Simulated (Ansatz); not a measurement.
Te (trigonal-Te type, space group P3_121)

```
CELL_PARAMETERS angstrom
      4.52111     0.00000     0.00000
     -2.26056     3.91540     0.00000
      0.00000     0.00000     5.95492
ATOMIC_POSITIONS crystal
  Te 0.26812 0.00000 0.33333
  Te 0.00000 0.26812 0.66667
  Te 0.73188 0.73188 0.00000
```

The slice is a (1 -1 0 0) plane (indices of the conventional cell) through the point (0.000, 0.268, 0.667) (fractional), spanned by u = [110] and v = [001] in vectors of this cell: u (4.52 Å) and v (5.95 Å, at 90° to u). It covers one period; positions are fractions (u, v).

Computed with PBE (plane waves to 420 eV, PAW, scalar-relativistic; Ansatz, a first-principles code). k mesh 9×9×6. Inside the PAW spheres the values are not all-electron values, and peaks at nuclei hang on which shells count as valence. Spin-orbit coupling is left out, though Te is heavy. Te was relaxed with its symmetry unable to fall. The PAW data are Ansatz's earlier set.

Three fields on this plane, each scaled to ten steps between its own extremes (0 low, 9 high; the total valence density on a logarithmic scale, the potential cut 8 eV below its top; x marks points blanked near nuclei; v = 0 in the bottom row):

Map A
```
|xxxxx975422224679xxxx|
|xxxxx875321124579xxxx|
|xxxx98643211235689xxx|
|xxx9865432112345789xx|
|998765432222233567899|
|777654332222223456677|
|655443322222222344556|
|444332222333222233444|
|333222223333332222333|
|222112223333333222222|
|111111223344443322211|
|100011223445544432211|
|000001234455665543221|
|000001234566776654321|
|000001245677887765321|
|100001345788998765432|
|100012356789999876532|
|211112356789999876543|
|322223456789999887544|
|443333456789999887655|
|655544455678888877666|
|777665445667788777777|
|999876554556677778899|
|xxx9876544455667899xx|
|xxxx98754334456789xxx|
|xxxxx976433345679xxxx|
|xxxxx976432234679xxxx|
|xxxxx986432234679xxxx|
```

Map B
```
|xxxxx632100001259xxxx|
|xxxxx632100001247xxxx|
|xxxx75321000001357xxx|
|xxx7642110000011345xx|
|556543210000000112234|
|333322110000000001112|
|122111000001000000001|
|111100000011110000000|
|000000000111110000000|
|000000000111110000000|
|000000001111110000000|
|000000001111110000000|
|000000001111111000000|
|000000011111111111000|
|000000011111222221100|
|000000111222234443210|
|000000112222345654210|
|000000122333456765310|
|000001123344567764311|
|100001123445566653211|
|111111123445555432111|
|332211122344443211122|
|544321112233321111234|
|xxx3221112222111135xx|
|xxxx32111111111236xxx|
|xxxxx321100001136xxxx|
|xxxxx421100001259xxxx|
|xxxxx531100001259xxxx|
```

Map C
```
|xxxxx026899998620xxxx|
|xxxxx037899998740xxxx|
|xxxx00578999997510xxx|
|xxx0036899999987400xx|
|000036789999998864100|
|112467899999999886531|
|556778999999999988766|
|778889999999999998887|
|888999999988899999988|
|999999999888889999999|
|999999999888888999999|
|999999999888888899999|
|999999998877777889999|
|999999998776556778999|
|999999987654334567899|
|999999987531001256889|
|999999876410000035789|
|999999875300000025788|
|899999875200000024678|
|788898875300000024677|
|566788876420000134555|
|113567887542112344321|
|000146787764444442000|
|xxx0047888766654200xx|
|xxxx01578888776400xxx|
|xxxxx047899887630xxxx|
|xxxxx036899988620xxxx|
|xxxxx026899998620xxxx|
```

Problem. Assign the maps to these fields: density of the lowest conduction band (whole band as if filled, smooth part); valence electron density; electrostatic potential energy of an electron, from the cell's mean.

Solution. A is the valence electron density; B is the density of the lowest conduction band (whole band as if filled, smooth part); C is the electrostatic potential energy of an electron, from the cell's mean.
